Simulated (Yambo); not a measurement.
RPA spectrum of AlAs (zinc blende, space group F-43m, No. 216) on PBEsol bands in Yambo (12×12×12 mesh, 35 bands, 4 Ry local-field block, 0.2 eV broadening; field along x). CGrdSpXd merges neighbouring transition energies to save time; the report line [X-CG] gives the poles kept by one of the 4 MPI tasks, and where the merging fails may depend on that split.

```tsv
CGrdSpXd asked (%)	share reached (%)	poles used (one task)	static ε	largest change of Im ε (% of its maximum)	rough time
100	100	3291	8.99	0.0	1
70	68	2260	8.99	0.1	within a factor of two
30	29	987	8.99	1.3	about 1/2
15	0	21	10.8	160	about 1/4
5	0	21	10.8	160	about 1/6
```

All runs end normally. In the runs at 15 %, 5 % few poles are left or the spectrum changes by over a quarter of its peak, and no warning says so. Times are rough ratios from shared machines. The k mesh wasn't tested; the rows compare only with each other.

Spin-orbit coupling is not included.

Geometry relaxed with PBEsol; primitive cell a = b = c = 4.0128 Å, α = β = γ = 60.00°.
